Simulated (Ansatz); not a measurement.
# YHg$_{2}$ under pressure

The calculation used Ansatz 0.2.0, DFT LDA, scalar-relativistic, plane waves, PAW. Cutoff 420 eV, 12×12×12 k-points (Γ-centred), Fermi-Dirac smearing of 0.15 eV. No spin polarisation. Phonons by linear response, acoustic sum rule imposed.

The cell, relaxed at this level:
```
Y Hg
1.0
     4.79025    0.00000    0.00000
    -2.39513    4.14848    0.00000
     0.00000    0.00000    3.35749
Y Hg
1 2
Cartesian
  0.0000 0.0000 0.0000
  0.0000 2.7657 1.6787
  2.3951 1.3828 1.6787
```

In a metal, frequencies and elastic constants depend on the k mesh and the smearing, soft modes and shear constants most. Spin–orbit coupling is left out, which can shift energies with elements as heavy as these.

Optical modes at Γ (cm⁻¹) at zero pressure: 43, 101, 121, 142.

Under hydrostatic pressure the same modes lie at 47, 109, 133, 149 cm⁻¹. What is the pressure, and how much has the cell shrunk?

Answers

3 GPa; the volume is 3.5 % smaller.